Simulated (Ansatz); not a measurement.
CsSnI$_{3}$:
```
CELL_PARAMETERS angstrom
      8.68958     0.00000     0.00000
      0.00000     8.68958     0.00000
      0.00000     0.00000     6.28613
ATOMIC_POSITIONS crystal
  Cs 0.00000 0.50000 0.00000
  Cs 0.50000 0.00000 0.00000
  Sn 0.50000 0.50000 0.50000
  Sn 0.00000 0.00000 0.50000
  I  0.79977 0.70023 0.50000
  I  0.20023 0.29977 0.50000
  I  0.29977 0.79977 0.50000
  I  0.70023 0.20023 0.50000
  I  0.50000 0.50000 0.00000
  I  0.00000 0.00000 0.00000
```

Relaxed with r²SCAN.

**Question.** Map the electron localisation function on the plane through (0.000, 0.500, 0.000) spanned by u = [1, 0, 0] and v = [0, 0, 1] in lattice vectors, from r²SCAN in the plane-wave PAW code Ansatz.

**Answer.** x is the fraction of u, y of v (the angle between them is 90°; rows are the nearest grid lines); atoms in the plane: Cs at (0.00, 0.00), Sn at (0.50, 0.50), I at (0.50, 0.00).
```
|  -%@@%+.  :#%@%#+::::+#%@%#:  .+%@@%-  |
|  =%@@%+.  :#%@%#+-..-+#%@%#:  .+%@@%=  |
|#%@@@@#-   .+#%%#**++**#%%#+.   -#@@@@%#|
|@@@@@%+.   .=*#%%#****#%%#*=.   .+%@@@@@|
|@@@@%*-     :=*#%######%#*=:     -*%@@@@|
|##*=:         .:=++**++=:.         :=*##|
|--:.           .:--==--:.           .:--|
|               .::----::.               |
|     .:::..   .:--------:.   ..:::.     |
|    .----:.. .:--=----=--:. ..:----.    |
|   .:===--:...:---:..:---:...:--===:.   |
|   :-=++=-:..:---:    :---:..:-=++=-:   |
|   :-=++=-:..:---:    :---:..:-=++=-:   |
|   .:===--:...:---:..:---:...:--===:.   |
|    .----:.. .:--=----=--:. ..:----.    |
|     .:::..   .:--------:.   ..:::.     |
|               .::----::.               |
|--:.           .:--==--:.           .:--|
|##*=:         .:=++**++=:.         :=*##|
|@@@@%*-     :=*#%######%#*=:     -*%@@@@|
|@@@@@%+.   .=*#%%#****#%%#*=.   .+%@@@@@|
|#%@@@@#-   .+#%%#**++**#%%#+.   -#@@@@%#|
|  =%@@%+.  :#%@%#+-..-+#%@%#:  .+%@@%=  |
|  -%@@%+.  :#%@%#+::::+#%@%#:  .+%@@%-  |
```
Scale: ten equal steps from 0.000 (start of ' ') to 0.896 (end of '@'), in the order ' .:-=+*#%@'; x runs from 0.000 to 1.00, y from 0.000 (bottom) to 1.00 (top).

The density is the valence pseudo-density with augmentation charge, so density and ELF within about 1 Å of a nucleus are not all-electron values.

Space group P4/mbm. The workflow started from a Materials Project entry (that database holds measured and hypothetical structures alike); the Crystallography Open Database files this formula in space group No. 127, but the cells were not matched. It is not the phase usual at ambient conditions (space group No. 62). The cell was relaxed with r²SCAN under the symmetry of its start; whether a distortion lowers the energy is not shown. Spin–orbit coupling is left out wherever it is not named.

Potentials: the later of the program's two PAW sets.
